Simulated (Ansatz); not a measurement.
CuCl:
```xyz
6
Lattice="3.9811 0.0000 0.0000 -1.9905 3.4477 0.0000 0.0000 0.0000 8.9671" Properties=species:S:1:pos:R:3 pbc="T T T"
Cu     0.8761     0.0000     2.9890
Cu    -0.4380     0.7587     5.9781
Cu     1.5525     2.6890     0.0000
Cl     2.2407     0.0000     7.4726
Cl    -1.1203     1.9405     1.4945
Cl     0.8702     1.5072     4.4835
```

Relaxed with PBEsol.

### Question
Give the optical modes at the zone centre with their infrared activity from DFPT, PBEsol (plane waves, PAW; program Ansatz).

### Answer
Transverse frequencies, without the LO–TO term; a row sums one degenerate level.

```csv
ω (cm⁻¹),degeneracy,IR ((D/Å)²/amu),activity,symmetry
22i,1,0.75,IR,A2
40,2,0.02,IR,E
50,1,0.00,IR-inactive,A1
52,1,0.13,IR,A2
59,2,1.80,IR,E
74,2,0.56,IR,E
230,1,0.00,IR-inactive,A1
287,2,0.31,IR,E
369,2,0.87,IR,E
384,1,0.97,IR,A2
```

### Question
How high does the top mode go among those that the LO–TO term moves?

### Answer
371 cm⁻¹ for q along x, 371 cm⁻¹ for q along y, 389 cm⁻¹ for q along z.

Space group P3_121. The start of the workflow was typed in or built on a structure type; neither database checked (COD, Materials Project) lists it. It is not the phase usual at ambient conditions (space group No. 216). Symmetry was held in the PBEsol relaxation; of distortions, only those at the zone centre were tested, and some modes there are weakly imaginary. The workflow began spin-polarised and lost its moments.

Potentials: the later of the program's two PAW sets.
